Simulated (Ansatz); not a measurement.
Given:

ZrRu:
```yaml
crystal:
  lattice:
    - [0.00000, 2.64347, 2.64347]
    - [2.64347, 0.00000, 2.64347]
    - [2.64347, 2.64347, 0.00000]
  atoms:
    - { symbol: Ru, position: [0.00000, 0.00000, 0.00000] }
    - { symbol: Zr, position: [0.50000, 0.50000, 0.50000] }
```

This is the PBEsol-relaxed structure.

**Question.** All from PBEsol in the plane-wave PAW code Ansatz, unless another level is named. Predict the bulk modulus (Birch–Murnaghan fit).

**Answer.** 154 GPa.

**Question.** Predict the highest zone-centre frequency.

**Answer.** 170 cm⁻¹.

Space group Fm-3m (rock salt). The start of the workflow was typed in or built on a structure type; neither database checked (COD, Materials Project) lists it. COD files the formula under space group No. 221. Whether it is the stable phase at ambient conditions was not checked. The cell was relaxed with PBEsol under the symmetry of its start. At this level the phase is mechanically unstable. The run is not spin-polarised. As this level gives no gap, phonon frequencies hold no LO–TO term and depend on the k-mesh and smearing (Fermi–Dirac, 0.1 eV here).

Potentials: the later of the program's two PAW sets.
